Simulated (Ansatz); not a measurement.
# Formation energy of YSe, relaxed from a PbO-type start to space group Pm-3m (read at 0.02 Å)

The computed numbers are results of PBEsol, scalar-relativistic (no spin polarisation) in the plane-wave PAW code Ansatz at 420 eV, Γ-centred 6×6×10 mesh, 0.05 eV Gaussian smearing. The datasets are Ansatz's generated set soft_2.

This is a trial structure; measured cells of the compound in the Crystallography Open Database are in space group Fm-3m (rock salt).

It takes space group Pm-3m (No. 221, cubic). Conventional cell: a = 3.498 Å, b = 3.498 Å, c = 3.498 Å, α = 90.00°, β = 90.00°, γ = 90.00°. Y (site symmetry m-3m) has 8 Se at 3.03 Å as nearest neighbours. Se (site symmetry m-3m) is surrounded by 8 Y at 3.03 Å. (Neighbours are counted to 15 % beyond the shortest distance.)

The elements were computed in their standard states with the same datasets, cutoff and functional. Absolute energies hang on the potentials; compare differences alone.

Energy of the relaxed cell (4 atoms, smearing extrapolated to zero): -18445.029 eV. Elements, in eV/atom: Y -3795.074, Se -5424.207.

What is the formation energy?

[-18445.029 − (2 × -3795.074 + 2 × -5424.207)] / 4 = -1.62 eV/atom, or -156 kJ per mole of atoms.

The value is for 0 K, without zero-point energy. Uncorrected semilocal values for oxides, chalcogenides and halides often miss by tenths of an eV an atom. A negative value shows stability against the elements alone, not against other compounds or structures.

A formal count (Y³⁺, Se²⁻) leaves 1 electron a formula unit beyond the anions' closed shells. It goes into the bands above the anion p states, which fits the metal found.
